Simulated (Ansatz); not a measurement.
# MnO2

Method: PBE with spin–orbit coupling; two-component spinors; PAW, 420 eV, 6×6×10 k-mesh, Gaussian smearing of 0.05 eV; code Ansatz; PAW files: Ansatz's generated set soft_2.

```
CELL_PARAMETERS angstrom
4.45017 0.00000 0.00000
0.00000 4.45017 0.00000
0.00000 0.00000 2.87657
ATOMIC_POSITIONS crystal
Mn 0.00000 0.00000 0.00000
Mn 0.50000 0.50000 0.50000
O 0.30553 0.30553 0.00000
O 0.19447 0.80553 0.50000
O 0.69447 0.69447 0.00000
O 0.80553 0.19447 0.50000
```

The chain of runs began from a cell as deposited in COD, expanded in volume.

Magnetic state: ferromagnetic, site spin moments Mn 2.58; O 0.55 μB, along [001] (Cartesian), which lowers the symmetry.

Task: Which orbitals carry the states at the Fermi level, and how many states are there?

Result: Within 0.1 eV of it: O 2p 58 %, Mn 3d 42 % (shares among the projected shells). The Fermi level sits on a steep edge: the density of states is 1.5, 0.0 and 0.0 states/eV per cell at −0.1, 0 and +0.1 eV.

Density of states (tetrahedra, averaged over 0.3 eV; states/eV per cell of 6 atoms; energy in eV from the Fermi level):

```csv
E (eV),DOS
-7.60,0.33
-7.30,0.91
-7.00,1.81
-6.70,3.22
-6.40,4.86
-6.10,5.54
-5.80,5.28
-5.50,4.38
-5.20,4.52
-4.90,3.38
-4.60,4.14
-4.30,4.50
-4.00,5.64
-3.70,5.97
-3.40,4.45
-3.10,4.11
-2.80,3.87
-2.50,4.70
-2.20,3.91
-1.90,4.48
-1.60,5.37
-1.30,5.39
-1.00,2.04
-0.70,2.30
-0.40,3.52
-0.10,1.36
0.20,0.51
0.50,2.59
0.80,5.14
1.10,5.74
1.40,4.65
1.70,2.68
2.00,4.47
2.30,4.66
2.60,3.82
2.90,3.20
3.20,2.12
3.50,1.97
3.80,2.39
4.10,1.71
4.40,0.84
4.70,0.15
5.00,0.00
5.30,0.00
5.60,0.00
5.90,0.00
```

Site moments are of spin, integrated over Gaussian weights of 0.5 Å, which gives about a tenth less on f atoms than spheres do. Compounds of this kind are often insulators, Mott or charge-transfer ones with an open 3d shell, so the metal found may come from the functional, which lacks a U or exact exchange, or from the structure. No antiparallel order was tried.
